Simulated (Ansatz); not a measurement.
Tl (hcp, Mg type)

```yaml
crystal:
  lattice:
    - [3.60828, 0.00000, 0.00000]
    - [-1.80414, 3.12487, 0.00000]
    - [0.00000, 0.00000, 5.57421]
  atoms:
    - { symbol: Tl, position: [0.33333, 0.66667, 0.75000] }
    - { symbol: Tl, position: [0.66667, 0.33333, 0.25000] }
```

The slice is a (1 -1 0 0) plane (indices of the conventional cell) through the point (0.333, 0.667, 0.750) (fractional), spanned by u = [110] and v = [001] in vectors of this cell: u (3.61 Å) and v (5.57 Å, at 90° to u). It covers one period; positions are fractions (u, v).

Computed with PBE (plane waves to 420 eV, PAW, scalar-relativistic; Ansatz, a program for electronic structure). k mesh 15×15×9. These are valence fields of a PAW run, semicore shells included where kept as valence: close to a nucleus they are smooth pseudo fields. Spin-orbit coupling is left out, though Tl is heavy. The relaxed volume of Tl is well above the measured one; the method has no dispersion term. Tl was relaxed with its symmetry unable to fall.

Task: What is the valence density on the shortest Tl–Tl line in this plane (3.61 Å), at its midpoint?

Result: 0.09 e/Å³.

Task: What is the ELF at the midpoint of the shortest Tl–Tl line in this plane (3.61 Å)?

Result: 0.1.

Task: Predict the map of the electrostatic potential energy of an electron, from the cell's mean on the slice.

Result: 
```
|xxxxxxxxxxxx  ..++##%%%%##++..  xxxxxxxxxx|
|xxxxxxxxxxxx  ::**%%%%%%%%**::  xxxxxxxxxx|
|xxxxxxxxxx    ==##%%@@@@%%##==    xxxxxxxx|
|xxxxxxxxxx  ::++##%%@@@@%%##++::  xxxxxxxx|
|xxxxxx    ::++##%%@@@@@@@@%%##++::    xxxx|
|        ::++**%%@@@@@@@@@@@@%%**++::      |
|..::--==++##%%%%@@@@@@@@@@@@%%%%##++==--::|
|++****####%%%%@@@@@@@@@@@@@@@@%%%%####****|
|%%%%%%%%%%%%%%%%%%%%%%%%%%%%%%%%%%%%%%%%%%|
|@@@@@@@@@@%%%%%%############%%%%%%@@@@@@@@|
|@@@@@@@@@@%%####**++++++++**####%%@@@@@@@@|
|@@@@@@@@%%%%##++==--------==++##%%%%@@@@@@|
|@@@@@@@@%%##**==::..    ..::==**##%%@@@@@@|
|@@@@@@%%%%**==::            ::==**%%%%@@@@|
|@@@@@@%%##**==..            ..==**##%%@@@@|
|@@@@@@%%##**--..            ..--**##%%@@@@|
|@@@@@@%%##**==..            ..==**##%%@@@@|
|@@@@@@%%%%**==::            ::==**%%%%@@@@|
|@@@@@@@@%%##**==::..    ..::==**##%%@@@@@@|
|@@@@@@@@%%%%##++==--------==++##%%%%@@@@@@|
|@@@@@@@@@@%%####**++++++++**####%%@@@@@@@@|
|@@@@@@@@@@%%%%%%############%%%%%%@@@@@@@@|
|%%%%%%%%%%%%%%%%%%%%%%%%%%%%%%%%%%%%%%%%%%|
|++****####%%%%@@@@@@@@@@@@@@@@%%%%####****|
|..::--==++##%%%%@@@@@@@@@@@@%%%%##++==--::|
|        ::++**%%@@@@@@@@@@@@%%**++::      |
|xxxxxx    ::++##%%@@@@@@@@%%##++::    xxxx|
|xxxxxxxxxx  ::++##%%@@@@%%##++::  xxxxxxxx|
|xxxxxxxxxx    ==##%%@@@@%%##==    xxxxxxxx|
|xxxxxxxxxxxx  ::**%%%%%%%%**::  xxxxxxxxxx|
|xxxxxxxxxxxx  ..++##%%%%##++..  xxxxxxxxxx|
|xxxxxxxxxxxx  ..++##%%%%##++..  xxxxxxxxxx|
```
Scale: ten equal steps from -1.00 (start of ' ') to 7.14 (end of '@'), in the order ' .:-=+*#%@'. Values: electrostatic potential energy of an electron, from the cell's mean, in eV. The map has 21 points along u (two characters each, u = 0 at the left) and 32 along v (v = 0 in the bottom row). Points within 1 Å of a nucleus are blanked (x), as the pseudised field means little there. Values under -1 eV are set to -1. The zero, the cell's mean, hangs on the PAW cores.
